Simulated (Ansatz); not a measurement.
## SrMn$_{2}$O$_{3}$ in Ansatz, relaxation

The command:

```bash
ansatz run input.yaml --threads 2 --pin off --max-ram 4096MiB --backend cpu --events-out ev --progress --plain --runs-dir out
```

The input file (Ansatz 0.2.0, plane waves):

```yaml
crystal:
  lattice:
    - [10.77504168, 0.0, 0.0]
    - [0.0, 3.93927057, 0.0]
    - [0.0, 0.0, 3.32643217]
  atoms:
    - { symbol: Mn, position: [0.072, 0.75, 0.72] }
    - { symbol: Mn, position: [0.428, 0.75, 0.72] }
    - { symbol: Mn, position: [0.572, 0.25, 0.28] }
    - { symbol: Mn, position: [0.928, 0.25, 0.28] }
    - { symbol: Sr, position: [0.25, 0.25, 0.245] }
    - { symbol: Sr, position: [0.75, 0.75, 0.755] }
    - { symbol: O, position: [0.064, 0.25, 0.753] }
    - { symbol: O, position: [0.436, 0.25, 0.753] }
    - { symbol: O, position: [0.564, 0.75, 0.247] }
    - { symbol: O, position: [0.936, 0.75, 0.247] }
    - { symbol: O, position: [0.25, 0.75, 0.387] }
    - { symbol: O, position: [0.75, 0.25, 0.613] }
  symmetry: { detect: false, time_reversal: true }
kpoints:
  mp_grid: { grid: [2, 5, 5], shift: [0, 0, 0] }
magnetization:
  spin_polarized: true
scf:
  occupations: { method: fermi_dirac, width: 0.1384 }
  lower_state_search: "off"
hamiltonian:
  pseudopotentials: { kind: paw }
  xc: pbe
  hubbard:
    projectors: all-electron-ortho-atomic
    sites: [{ species: Mn, l: d, u: 6.71, j: 0.95 }]
basis:
  ecutwfc: 420
  fft_grid_basis: typed
relax:
  max_steps: 80
  cell: { p_target: 0.0 }
  f_tol: 0.03
output:
  forces: true
  stress: true
  eigenvalues: true
  bader: true
  populations: true
  elf: true
  write_potential: true
  volumetric_format: npy
  dos:
    e_range: [-12, 8]
    de: 0.05
    projected: { site_lists: { Mn: [Mn], O: [O], Sr: [Sr] } }
checkpoint:
  read: saved_state
```

Origin of the cell: a known structure type with other elements, at an estimated volume, so it need not be a known compound.

The saved state is a converged single point of the same cell, with its larger moments on Mn1 up, Mn2 down, Mn3 up, Mn4 down.

The program first moved the atoms by about 0.01 Å at random, to leave a saddle point that the symmetry would hold.

Excerpt of the output:

```
Mn: projections on atomic orbitals take those of the free atom [Ne] 3s2 3p6 3d5 4s2, of charge +0.00 (hamiltonian.pseudopotentials.projection_atoms); the dataset's partial waves leave at most […]
Sr: projections on atomic orbitals take those of the free atom [Ar 3d10] 4s2 4p6 5s2, of charge +0.00 (hamiltonian.pseudopotentials.projection_atoms); the dataset's partial waves leave at mos […]
O: projections on atomic orbitals take those of the free atom [He] 2s2 2p4, of charge +0.00 (hamiltonian.pseudopotentials.projection_atoms); the dataset's partial waves leave at most 1.9e-8 o […]
band count auto-derived: 80 (N_el = 116.0; filled up to band 58; 70 by the electrons, moments and atoms)
the start keeps a symmetry that the run doesn't impose, so 12 atoms are moved at random by 1.00e-2 Å, to let the relaxation leave a saddle point. relax.escape_saddle: false keeps them in place
Pseudopotentials: kind: paw
Pseudopotential: Mn, paw, valence charge 15, recommended cutoff 420 eV (normal), Mn.paw.azcp
Pseudopotential: Sr, paw, valence charge 10, recommended cutoff 420 eV (normal), Sr.paw.azcp
Pseudopotential: O, paw, valence charge 6, recommended cutoff 420 eV (normal), O.paw.azcp
Functional definition: PBE
  exchange = pbe_x(kappa = kappa, mu = beta*pi^2/3)
[… 13 lines left out …]
Initial density: read from a saved state, or passed on in memory by an earlier SCF of this step, an earlier step, the calling program or the single point that the run made first
Functional: x = pbe(κ = 0.804, μ = 0.219515), c = pbe(β = 0.066725)
SCF iter   1: F=—  HF=-26084.562561 eV  Δρ=6.04e-3  dr2=4.98e-3  dr2_m=3.38e-2  M=0.000 μB ∫|m|=19.190 μB
SCF iter   2: F=—  HF=-26084.794395 eV  Δρ=4.25e-3  dr2=2.11e-3  dr2_m=1.67e-2  M=-0.000 μB ∫|m|=19.192 μB
SCF iter   3: F=—  HF=-26085.075881 eV  Δρ=3.34e-4  dr2=3.31e-4  dr2_m=2.63e-5  M=-0.000 μB ∫|m|=19.198 μB
SCF iter   4: F=—  HF=-26085.076508 eV  Δρ=8.17e-5  dr2=1.09e-5  dr2_m=4.32e-6  M=-0.000 μB ∫|m|=19.197 μB
SCF iter   5: F=—  HF=-26085.076591 eV  Δρ=3.64e-5  dr2=3.80e-6  dr2_m=6.74e-7  M=0.000 μB ∫|m|=19.197 μB
SCF iter   6: F=—  HF=-26085.076601 eV  Δρ=1.32e-5  dr2=6.18e-7  dr2_m=4.56e-8  M=0.000 μB ∫|m|=19.197 μB
SCF iter   7: F=-26085.076601 eV  HF=-26085.076601 eV  Δρ=4.80e-6  dr2=8.62e-8  dr2_m=5.56e-9  M=-0.000 μB ∫|m|=19.197 μB
relax step   1: F+E_penalty+E_count = -26085.003393 eV  Δ(F+E_penalty+E_count) = +0.000e0 eV  max|allowed force component| = 3.315e0 eV/Å  Δτ_max = 0.0000 Å  P = +37.302 GPa  Ω = 141.193 Å³ […]
relax step   2: F+E_penalty+E_count = -26088.700919 eV  Δ(F+E_penalty+E_count) = -3.698e0 eV  max|allowed force component| = 1.839e0 eV/Å  Δτ_max = 0.1028 Å  P = +13.397 GPa  Ω = 154.747 Å³ […]
relax step   3: F+E_penalty+E_count = -26089.879369 eV  Δ(F+E_penalty+E_count) = -1.178e0 eV  max|allowed force component| = 8.366e-1 eV/Å  Δτ_max = 0.1902 Å  P = +2.315 GPa  Ω = 164.366 Å³ […]
relax step   4: F+E_penalty+E_count = -26090.224408 eV  Δ(F+E_penalty+E_count) = -3.450e-1 eV  max|allowed force component| = 1.929e-1 eV/Å  Δτ_max = 0.2000 Å  P = +0.366 GPa  Ω = 165.532 Å³ […]
relax step   5: F+E_penalty+E_count = -26090.291311 eV  Δ(F+E_penalty+E_count) = -6.690e-2 eV  max|allowed force component| = 1.144e-1 eV/Å  Δτ_max = 0.1849 Å  P = +0.220 GPa  Ω = 164.826 Å³ […]
relax step   6: F+E_penalty+E_count = -26090.293590 eV  Δ(F+E_penalty+E_count) = -2.280e-3 eV  max|allowed force component| = 1.868e-2 eV/Å  Δτ_max = 0.0272 Å  P = +0.030 GPa  Ω = 165.227 Å³ […]
relax step   7: F+E_penalty+E_count = -26090.294339 eV  Δ(F+E_penalty+E_count) = -7.490e-4 eV  max|allowed force component| = 4.976e-3 eV/Å  Δτ_max = 0.0095 Å  P = +0.032 GPa  Ω = 165.175 Å³ […]
relax step   8: F+E_penalty+E_count = -26090.294316 eV  Δ(F+E_penalty+E_count) = +2.308e-5 eV  max|allowed force component| = 1.464e-3 eV/Å  Δτ_max = 0.0036 Å  P = -0.002 GPa  Ω = 165.211 Å³ […]
relax step   9: F+E_penalty+E_count = -26090.512982 eV  Δ(F+E_penalty+E_count) = -2.187e-1 eV  max|allowed force component| = 2.087e-3 eV/Å  Δτ_max = 0.0000 Å  P = +1.789 GPa  Ω = 165.211 Å³  stress off target by 3.05e0 GPa […]
relax step  10: F+E_penalty+E_count = -26090.524072 eV  Δ(F+E_penalty+E_count) = -1.109e-2 eV  max|allowed force component| = 5.926e-2 eV/Å  Δτ_max = 0.0761 Å  P = -0.848 GPa  Ω = 169.355 Å³ […]
relax step  11: F+E_penalty+E_count = -26090.535678 eV  Δ(F+E_penalty+E_count) = -1.161e-2 eV  max|allowed force component| = 6.199e-3 eV/Å  Δτ_max = 0.0112 Å  P = +0.039 GPa  Ω = 167.936 Å³ […]
relax step  12: F+E_penalty+E_count = -26090.535586 eV  Δ(F+E_penalty+E_count) = +9.128e-5 eV  max|allowed force component| = 2.916e-3 eV/Å  Δτ_max = 0.0036 Å  P = +0.006 GPa  Ω = 167.985 Å³ […]
relax step  13: F+E_penalty+E_count = -26090.546186 eV  Δ(F+E_penalty+E_count) = -1.060e-2 eV  max|allowed force component| = 2.975e-3 eV/Å  Δτ_max = 0.0000 Å  P = +0.034 GPa  Ω = 167.985 Å³  stress off target by 1.51e-1 GPa […]
relax step  14: F+E_penalty+E_count = -26090.546184 eV  Δ(F+E_penalty+E_count) = +2.382e-6 eV  max|allowed force component| = 3.094e-3 eV/Å  Δτ_max = 0.0123 Å  P = +0.007 GPa  Ω = 168.054 Å³ […]
relax step  15: F+E_penalty+E_count = -26090.546472 eV  Δ(F+E_penalty+E_count) = -2.878e-4 eV  max|allowed force component| = 3.095e-3 eV/Å  Δτ_max = 0.0000 Å  P = +0.008 GPa  Ω = 168.054 Å³  stress off target by 3.91e-2 GPa […]
WARN: the relaxation ended near the 8 symmetry operations of its rattled start. A stable structure does so, and so can a saddle point along a move or strain that wasn't checked. `relax.random […]
SCF 16 converged in 6 iterations: F = -26090.546472 eV  dr2 = 1.16e-10
basis re-selected at this cell: Δ(F+E_penalty+E_count) = -2.878e-4 eV, ΔP = +0.001 GPa vs the last step (what re-selecting the basis moved, of the pressure what is left beyond the Pulay corre […]
SCF converged after 6 iterations
Magnetization: 0.0000 μB (58.0000 up, 58.0000 down)
Absolute magnetization: 19.4723 μB (∫|ρ↑−ρ↓|, with the PAW one-centre terms)
Spin contamination: 9.9902 ħ² per cell (⟨S²⟩ above its minimum at these occupations)
Per-site moments (μB) at R_I (Å): [(4.133769, 0.862549), (-4.133717, 0.862527), (4.133715, 0.862527), (-4.133767, 0.862547), (-7.154e-7, 1.036332), (1.993e-7, 1.036330), (-0.005911, 0.907911) […]
Free energy (F): -26090.546472 eV
Harris-Foulkes:  -26090.546472 eV  (|F-HF|=5.46e-11)
Internal energy: -26090.544611 eV  (E = F + TS)
E sigma→0 (E₀):  -26090.545541 eV
Entropy (-TS):   -0.001861 eV (-0.155 meV/atom)
Fermi energy:    10.605925 eV
--- Per-component energies (eV) ---
  E_band       = -1348.187819
  E_kinetic    = 2728.754215
  E_local      = -12586.747851  (includes V_loc(G=0)·N_el)
  E_nonlocal   = 1708.337946
  E_hartree    = 4921.433436
  E_xc         = -1234.256214
  E_vxc        = -1457.554886  (∫ρ·V_xc dr)
  E_hubbard    = 2.959109  (on-site DFT+U / exact-exchange correction)
  E_vhub       = -54.184614  (the Hubbard potential's part of the band-sum identity)
  E_paw        = -11565.089347  (= ΣΔE_a)
  E_vpaw       = -1529.673837  (= ΣTr[D̂ρ^β])
  E_aug_tail   = 0.014463  (compensation charges beyond the density's cutoff)
  E_ewald      = -10065.950368
  E_smearing   = -0.001861  (= −TS)
  Σ components = -26090.546472   (vs F -26090.546472, Δ=0.00e0)
--- DFT+U+J on-site energies (Liechtenstein; fll double counting; per corrected site; eV) ---
  site 0 (l=d): U=6.7100  J=0.9500  Tr N=5.2173  E_int=65.262177  E_dc=64.522401  E_U=0.739776
  site 1 (l=d): U=6.7100  J=0.9500  Tr N=5.2173  E_int=65.262072  E_dc=64.522293  E_U=0.739779
  site 2 (l=d): U=6.7100  J=0.9500  Tr N=5.2173  E_int=65.262114  E_dc=64.522331  E_U=0.739783
  site 3 (l=d): U=6.7100  J=0.9500  Tr N=5.2173  E_int=65.262125  E_dc=64.522354  E_U=0.739771
--- Forces (eV/Å), atoms counted from 1 ---
  atom   1  Mn     0.002821     0.000003    -0.000336
  atom   2  Mn    -0.002504    -0.000019    -0.000212
  atom   3  Mn     0.002132    -0.000059     0.000204
  atom   4  Mn    -0.003095    -0.000032     0.000340
  atom   5  Sr     0.001134    -0.000029    -0.001790
  atom   6  Sr    -0.000455     0.000165     0.001792
  atom   7  O     -0.000438    -0.000088     0.001328
  atom   8  O     -0.000028    -0.000100     0.001372
  atom   9  O      0.000164     0.000013    -0.001322
  atom  10  O      0.000485     0.000063    -0.001379
  atom  11  O     -0.000892     0.000032     0.001865
  atom  12  O      0.000678     0.000060    -0.001861
  max |Σ_I F_I| component: 7.93e-6 eV/Å
--- Stress (GPa, compression-positive) ---
        0.008984      -0.000794       0.000144
       -0.000794       0.039050       0.000323
        0.000144       0.000323      -0.024699
  P = ⅓ Tr σ = 0.0078 GPa (0.078 kbar)
Occupation matrices written to <dir>
--- Relaxed structure (12 steps of the walk, 12 accepted, 3 SCFs on fresh bases) ---
  F+E_penalty+E_count = -26090.546472 eV   max|allowed force component| = 3.095e-3 eV/Å   (the final SCF, on the basis selected at the relaxed cell)
  cell:  # Å, volume = 168.0542 Å³
    - [10.840984, 6.212e-5, 0.000106]
    - [2.271e-5, 4.478580, -9.326e-6]
    - [3.257e-5, -7.875e-6, 3.461309]
  atoms:
    - { symbol: Mn, position: [0.064048, 0.750647, 0.732934] }
    - { symbol: Mn, position: [0.435848, 0.750650, 0.732934] }
    - { symbol: Mn, position: [0.564049, 0.250647, 0.267869] }
    - { symbol: Mn, position: [0.935849, 0.250643, 0.267869] }
    - { symbol: Sr, position: [0.249938, 0.250650, 0.242828] }
    - { symbol: Sr, position: [0.749949, 0.750636, 0.757975] }
    - { symbol: O, position: [0.062011, 0.250649, 0.766069] }
    - { symbol: O, position: [0.437888, 0.250651, 0.766080] }
    - { symbol: O, position: [0.562007, 0.750646, 0.234723] }
    - { symbol: O, position: [0.937885, 0.750642, 0.234734] }
    - { symbol: O, position: [0.249951, 0.750648, 0.571901] }
    - { symbol: O, position: [0.749945, 0.250639, 0.428902] }
--- Löwdin populations: 12 sites ---
  site symbol       q [e]    m [muB]
     0     Mn     13.7424     4.7619
     1     Mn     13.7424    -4.7619
     2     Mn     13.7424     4.7619
     3     Mn     13.7424    -4.7619
     4     Sr      8.3444     0.0000
     5     Sr      8.3444    -0.0000
     6      O      7.1870    -0.0145
     7      O      7.1869     0.0145
     8      O      7.1870    -0.0145
     9      O      7.1870     0.0145
    10      O      7.2162     0.0000
    11      O      7.2162    -0.0000
  spilling = 0.010012 (of n_electrons = 116.000000)
--- Bader charges: 12 sites ---
  site symbol  charge [e]  shift [e]    m [muB]
     0     Mn      1.4078     0.0000     4.6801
     1     Mn      1.4078     0.0000    -4.6801
     2     Mn      1.4078     0.0000     4.6801
     3     Mn      1.4078     0.0000    -4.6801
     4     Sr      1.5360     0.0001     0.0000
     5     Sr      1.5360     0.0001     0.0000
     6      O     -1.4566     0.0003    -0.0156
     7      O     -1.4566     0.0003     0.0156
     8      O     -1.4566     0.0003    -0.0156
     9      O     -1.4566     0.0003     0.0156
    10      O     -1.4384     0.0005     0.0000
    11      O     -1.4384     0.0005     0.0000
  estimated error of the sums over rays = 3.1e-4 e
```

The starting structure.

Space group Pmmn (No. 59); the run's cell has a = 10.775 Å, b = 3.939 Å, c = 3.326 Å, α = 90.00°, β = 90.00°, γ = 90.00°. Shortest distances: Mn–O 1.97 Å, O–Sr 2.03 Å, Mn–Mn 2.90 Å, O–O 2.91 Å, Mn–Sr 3.17 Å, Sr–Sr 3.33 Å.

After:

Space group Pmmn (No. 59); the run's cell has a = 10.841 Å, b = 4.479 Å, c = 3.461 Å, α = 90.00°, β = 90.00°, γ = 90.00°. Shortest distances: Mn–O 2.09 Å, O–Sr 2.51 Å, O–O 3.08 Å, Mn–Mn 3.09 Å, Mn–Sr 3.41 Å, Sr–Sr 3.46 Å.

```
Free energy lowered by                                  : 461.9 meV/atom
Volume change                                           : 19.02 %
Final pressure                                          : 0.01 GPa
Relaxation steps listed                                 : 15
Gap on the mesh                                         : 1.40 eV
Site moments at the end (small spheres, which read low) : Mn1 +4.1, Mn2 -4.1, Mn3 +4.1, Mn4 -4.1 μB
Total moment                                            : 0.00 μB
```

Caveats: no dispersion correction, so spacings can come out too large where layers or molecules are weakly bound; the displaced walk ended near the symmetry of the start; the magnetic state was chosen at the start cell and may not be the lowest after relaxing; the program displaced the start to leave a saddle point.

The run took 15 min on 2 threads of Arm Neoverse V2, with other jobs on the host, peak memory 0.84 GiB, from a saved density.
